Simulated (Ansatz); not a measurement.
MgO:
```yaml
crystal:
  lattice:
    - [0.00000, 2.08032, 2.08032]
    - [2.08032, 0.00000, 2.08032]
    - [2.08032, 2.08032, 0.00000]
  atoms:
    - { symbol: Mg, position: [0.00000, 0.00000, 0.00000] }
    - { symbol: O, position: [0.50000, 0.50000, 0.50000] }
```

Relaxed with LDA.

**Question.** Decompose the optical modes at the zone centre into irreducible representations, and say which are infrared and Raman allowed.

**Answer.** Point group m-3m: Γ_opt = T1u. Infrared: T1u. Raman: none.

**Question.** Assign frequencies (DFPT, plane-wave PAW LDA (Ansatz code); without the LO–TO term).

**Answer.** T1u 407 cm⁻¹.

Space group Fm-3m (rock salt). The cell was relaxed with LDA under the symmetry of its start.

Potentials: the earlier of the program's two PAW sets. The files were generated under PBE; for other functionals the program regenerates the frozen cores, and for LDA and PBEsol the local potential too.
